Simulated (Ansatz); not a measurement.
A distorted cell of ZnAu (CsCl type):

```yaml
crystal:
  lattice:
    - [6.19172, 0.00000, 0.00000]
    - [0.00000, 3.09586, 0.00000]
    - [0.00000, 0.00000, 3.09586]
  atoms:
    - { symbol: Zn, position: [0.25000, 0.50000, 0.50000] }
    - { symbol: Zn, position: [0.75000, 0.50000, 0.50000] }
    - { symbol: Au, position: [0.97739, 0.00000, 0.00000] }
    - { symbol: Au, position: [0.52261, 0.00000, 0.00000] }
```

Calculation: LDA (plane waves to 420 eV, PAW, scalar-relativistic; Ansatz, a program for electronic structure). k mesh 8×15×15 (Γ-centred), Fermi-Dirac smearing 0.05 eV. Stress and pressure are positive under compression. With partly filled bands, energies and forces of such displacements shift with the k mesh and the smearing. Spin-orbit coupling is left out, though Au is heavy. ZnAu was relaxed with its symmetry unable to fall.

Question: What forces act on the atoms (eV/Å, Cartesian)?

Answer: 
```
atom      Fx     Fy     Fz
----  ------  -----  -----
Zn1    0.000  0.000  0.000
Zn2    0.000  0.000  0.000
Au3    1.308  0.000  0.000
Au4   -1.308  0.000  0.000
```

Question: What is the stress tensor (GPa)?

Answer: 
```
    3.6      0.0      0.0
    0.0      1.6      0.0
    0.0      0.0      1.6
```
The pressure, a third of the trace, is 2.3 GPa.

(A displaced cell: forces are minus the slopes of the energy, force constants its curvatures, and phonons follow from these.)
